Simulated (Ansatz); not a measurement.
ZnCd₂Se₂S (R3m)

These are results of Ansatz, DFT PBE, scalar-relativistic, plane waves, PAW, not measurements.

Settings: cutoff 420 eV, Γ-centred mesh 6×6×6 on the computed 6-atom cell, Gaussian smearing of 0.02 eV; no spin polarisation.

The structure is relaxed at this level of theory with its symmetry kept, and needn't be the ground state of this composition.

```
CELL_PARAMETERS angstrom
2.10043 1.21268 10.36447
-2.10043 1.21268 10.36447
0.00000 -2.42537 10.36447
ATOMIC_POSITIONS crystal
Zn 0.73555 0.73555 0.73555
Cd 0.18190 0.18190 0.18190
Cd 0.95825 0.95825 0.95825
Se 0.81539 0.81539 0.81539
Se 0.04451 0.04451 0.04451
S 0.26409 0.26409 0.26409
```

| Property | Result |
| --- | --- |
| Space group | R3m (No. 160) |
| Volume per atom | 178.2 bohr³ |
| Formation energy from the elements' standard states (uncorrected) | -0.649 eV/atom |
| Kohn–Sham band gap | 0.67 eV, direct at Γ |
| Orbital (Löwdin) character of the top 1 eV of the valence band | Se 4p 74 %, S 3p 17 % |
| Orbital (Löwdin) character of the lowest 1 eV of the conduction band | Cd 5s 36 %, Zn 4s 20 %, Se 4p 16 %, Se 4s 11 %, S 3p 7 %, S 3s 7 % |
| Electron masses at the edge by direction of the standard setting (m_e; one valley, along these axes only; no spin-orbit coupling) | x: 0.082; y: 0.082; z: 0.089 |
| Hole masses at the edge by direction of the standard setting (m_e; one valley, along these axes only; no spin-orbit coupling) | x: 1.4, 0.088; y: 1.4, 0.088; z: 2.7, 2.7 |
| Bader charge by site (e) | Zn (1 in the cell) 0.76, Cd (1 in the cell) 0.75, Cd (1 in the cell) 0.82, Se (1 in the cell) -0.73, Se (1 in the cell) -0.75, S (1 in the cell) -0.86 |

The cell was found from a structure generator's guess, not taken from experiment. Kohn–Sham gaps at this level usually fall short of measured ones. Löwdin shares on free-atom orbitals overweight diffuse shells in the empty bands.
